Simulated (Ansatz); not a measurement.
Molecular dynamics on a 2×2×1 supercell (16 atoms) of ZnS (P6_3mc), relaxed with r2SCAN. Forces come from r2SCAN in the PAW code Ansatz: a Langevin thermostat at fixed volume, 800 K, steps of 1.5 fs. Classical nuclei, no spin polarisation; a few dozen steps show the first response, not equilibrium.

```yaml
crystal:
  lattice:
    - [7.6108560439, 0.0, 0.0]
    - [-3.805428022, 6.5911946786, 0.0]
    - [0.0, 0.0, 6.2440175251]
  atoms:
    - { symbol: Zn, position: [0.1666666667, 0.3333333333, 0.0053397644] }
    - { symbol: Zn, position: [0.3333333333, 0.1666666667, 0.5053397644] }
    - { symbol: S, position: [0.1666666667, 0.3333333333, 0.3796602356] }
    - { symbol: S, position: [0.3333333333, 0.1666666667, 0.8796602356] }
    - { symbol: Zn, position: [0.1666666667, 0.8333333333, 0.0053397644] }
    - { symbol: Zn, position: [0.3333333333, 0.6666666667, 0.5053397644] }
    - { symbol: S, position: [0.1666666667, 0.8333333333, 0.3796602356] }
    - { symbol: S, position: [0.3333333333, 0.6666666667, 0.8796602356] }
    - { symbol: Zn, position: [0.6666666667, 0.3333333333, 0.0053397644] }
    - { symbol: Zn, position: [0.8333333333, 0.1666666667, 0.5053397644] }
    - { symbol: S, position: [0.6666666667, 0.3333333333, 0.3796602356] }
    - { symbol: S, position: [0.8333333333, 0.1666666667, 0.8796602356] }
    - { symbol: Zn, position: [0.6666666667, 0.8333333333, 0.0053397644] }
    - { symbol: Zn, position: [0.8333333333, 0.6666666667, 0.5053397644] }
    - { symbol: S, position: [0.6666666667, 0.8333333333, 0.3796602356] }
    - { symbol: S, position: [0.8333333333, 0.6666666667, 0.8796602356] }
kpoints:
  mp_grid: { grid: [3, 3, 2] }
hamiltonian:
  xc: r2scan
scf:
  occupations: { method: fermi_dirac, width: 0.069 }
md:
  ensemble: nvt_langevin
  temperature: 800
  timestep: 1.5
  n_steps: 30
  initial_velocities: maxwell_boltzmann
  seed: 1477
```

Command: `ansatz run input.yaml --threads 4 --pin off --max-ram 3686MiB --backend cpu --events-out ev --progress --plain --runs-dir out`. Wall time 7.2 min on 4 threads of Arm Neoverse V2, with other jobs on the host, load about 0.5 per core; peak host memory 1.7 GiB.

```
step  t (fs)  T (K)  free energy F from step 0 (meV/atom)  kinetic energy (meV/atom)  largest force (eV/Å)
   0       0    750                                   0.0                       96.9                  0.00
   1     1.5    759                                   0.4                       98.1                  0.15
   2       3    782                                   1.7                      101.1                  0.29
   3     4.5    827                                   4.0                      106.9                  0.46
   4       6    849                                   7.1                      109.7                  0.64
   5     7.5    818                                  11.1                      105.7                  0.83
   6       9    782                                  15.6                      101.1                  1.04
   7    10.5    712                                  20.7                       92.0                  1.25
   8      12    697                                  26.4                       90.1                  1.48
   9    13.5    631                                  32.5                       81.6                  1.74
  10      15    570                                  38.7                       73.7                  1.97
  11    16.5    499                                  44.8                       64.5                  2.19
  12      18    492                                  51.0                       63.6                  2.40
  13    19.5    481                                  57.3                       62.2                  2.61
  14      21    446                                  63.2                       57.7                  2.81
  15    22.5    403                                  68.5                       52.1                  2.98
  16      24    370                                  72.9                       47.9                  3.09
  17    25.5    338                                  76.4                       43.7                  3.15
  18      27    344                                  79.2                       44.5                  3.16
  19    28.5    324                                  80.9                       41.8                  3.10
  20      30    302                                  81.6                       39.1                  2.95
  21    31.5    318                                  81.2                       41.1                  2.78
  22      33    311                                  80.4                       40.2                  2.58
  23    34.5    335                                  79.2                       43.3                  2.35
  24      36    348                                  77.5                       45.0                  2.11
  25    37.5    370                                  75.6                       47.9                  1.89
  26      39    368                                  73.8                       47.6                  1.69
  27    40.5    367                                  72.0                       47.5                  1.59
  28      42    411                                  70.2                       53.1                  1.49
  29    43.5    441                                  68.6                       57.1                  1.43
  30      45    526                                  66.9                       68.0                  1.45
```

The temperature starts at 750 K, is lowest at step 20 (302 K, 30 fs) and ends at 526 K. The thermostat hasn't had time to restore it. The atoms start on their lattice sites with kinetic energy alone, so much of it first passes into potential energy. By the last step the atoms have moved 0.14 Å in the root mean square, the drift of the whole cell taken out, 0.22 Å at most.

Positions (Å) and forces (eV/Å) at step 30:
```
Zn  -0.001   2.327  -0.014    -0.621  -1.080   0.333
Zn   2.113   1.042   3.174    -0.765   0.913   0.105
S   -0.122   2.272   2.305     1.371   0.074   0.038
S    1.804   1.178   5.465     0.987  -0.786   0.096
Zn  -1.783   5.319   0.057    -0.329   0.922  -0.566
Zn  -0.117   4.462   3.223     1.002  -0.867  -0.597
S   -1.771   5.551   2.285    -0.908   0.425   0.201
S    0.045   4.374   5.420     0.531   0.847   0.577
Zn   3.724   2.290   0.055     0.264  -0.680  -0.434
Zn   5.770   1.119   3.076    -0.388  -0.558   0.380
S    3.869   2.301   2.366    -0.199  -0.737  -0.243
S    5.719   1.004   5.437    -0.317   1.305   0.027
Zn   1.944   5.578   0.095     0.228  -0.762   0.084
Zn   3.974   4.435   3.038    -0.635   0.460   0.637
S    1.881   5.436   2.432     0.451   0.233  -0.417
S    3.939   4.397   5.462    -0.672   0.291  -0.222
```
